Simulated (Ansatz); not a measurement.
**Tl4S: from a guess to a relaxed structure**

Computed with DFT PBE, scalar-relativistic, plane waves, PAW (Ansatz 0.2.0). Cutoff 420 eV, Gaussian smearing, Γ-centred meshes. Cell and atoms relax first on a coarse mesh and then on a finer one. In between, the cell is made exact in the group found at 0.06 Å. In metals the finer mesh still leaves noise of several meV/atom or more. The steps can't lower the symmetry of their start. No spin polarisation.

Recipe of this trial structure of Tl4S: random cell by space group and Wyckoff sites (Pm-3m, No. 221). The dimensions are guesses.

```cif
data_structure
_symmetry_space_group_name_H-M 'P 1'
_symmetry_Int_Tables_number 1
_cell_length_a 5.7135
_cell_length_b 5.7135
_cell_length_c 5.7135
_cell_angle_alpha 90.000
_cell_angle_beta 90.000
_cell_angle_gamma 90.000
_cell_volume 186.51
loop_
_atom_site_label
_atom_site_type_symbol
_atom_site_fract_x
_atom_site_fract_y
_atom_site_fract_z
_atom_site_occupancy
Tl1 Tl 0.50000 0.50000 0.50000 1
Tl2 Tl 0.50000 0.00000 0.00000 1
Tl3 Tl 0.00000 0.50000 0.00000 1
Tl4 Tl 0.00000 0.00000 0.50000 1
S1 S 0.00000 0.00000 0.00000 1
```

The zero of energy is the elements' standard structures at the same level; no fitted shifts are applied.

Problem. Where does the relaxation end?

Solution. The symmetry stays Pm-3m (No. 221). The volume per atom grows by 4.0 %, from 37.3 to 38.8 Å³. The shortest distance goes from 2.86 Å (Tl–S) to 2.89 Å (Tl–S). Conventional cell: a = 5.789 Å. Tl on a site of symmetry m-3m is surrounded by 12 Tl at 4.09 Å (long against covalent radii, as for large ions); Tl on a site of symmetry 4/mmm is surrounded by 2 S at 2.89 Å and 12 Tl at 4.09 Å; around S lie 6 Tl at 2.89 Å.

```xyz
5
Lattice="5.7888 0.0000 0.0000 0.0000 5.7888 0.0000 0.0000 0.0000 5.7888" Properties=species:S:1:pos:R:3 pbc="T T T"
Tl    2.8944    2.8944    2.8944
Tl    2.8944    0.0000    0.0000
Tl    0.0000    2.8944    0.0000
Tl    0.0000    0.0000    2.8944
S     0.0000    0.0000    0.0000
```

Problem. Give its energy and gap.

Solution. The energy over the elements is +0.15 eV/atom and the gap on the 8×8×8 mesh of the 5-atom cell is 0 eV (a metal).

A positive value: parting into the elements would lower its energy.

The last run used Gaussian smearing of 0.10 eV. Spin–orbit coupling, which can matter for Tl, is left out. The reference form of S is held partly by dispersion forces, which this level lacks. Symmetry constrained the relaxation, so the result can be a saddle point. In all, the 3 runs took 120 s on 1 thread of Arm Neoverse N1 (shared host).
